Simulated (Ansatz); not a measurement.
Here is the system:

GeS₂:
```
CELL_PARAMETERS angstrom
      5.61823     0.00000     0.00000
      0.00000     6.15141     0.00000
      0.00000     0.00000     3.46594
ATOMIC_POSITIONS crystal
  Ge 0.00000 0.00000 0.00000
  Ge 0.50000 0.50000 0.50000
  S  0.26214 0.35387 0.00000
  S  0.76214 0.14613 0.50000
  S  0.23786 0.85387 0.50000
  S  0.73786 0.64613 0.00000
```

This is the PBE-relaxed structure. Cartesian axes are those of the cell as given.

Question: All from plane-wave PAW PBE (Ansatz code), unless another level is named. Estimate the band gap.

Answer: 0.17 eV (indirect).

Question: What about the valence-band maximum?

Answer: on the Γ–Z line, 16 % of the way from Γ (k = 0.000, 0.000, -0.081).

Question: And the weight of the conduction-edge state by species (Voronoi cells)?

Answer: S 64 %, Ge 36 %.

Space group Pnnm. A made-up cell: these elements were put on the sites of a structure type; neither database checked (COD, Materials Project) lists it. COD files the formula under space group No. 14, 43, 82, 122, 217, so this cell is another polymorph or a model. Whether it is the stable phase at ambient conditions was not checked. The PBE relaxation kept the symmetry of its start; whether a distortion lowers the energy is not shown. Spin–orbit coupling is left out wherever it is not named.

Potentials: the later of the program's two PAW sets.
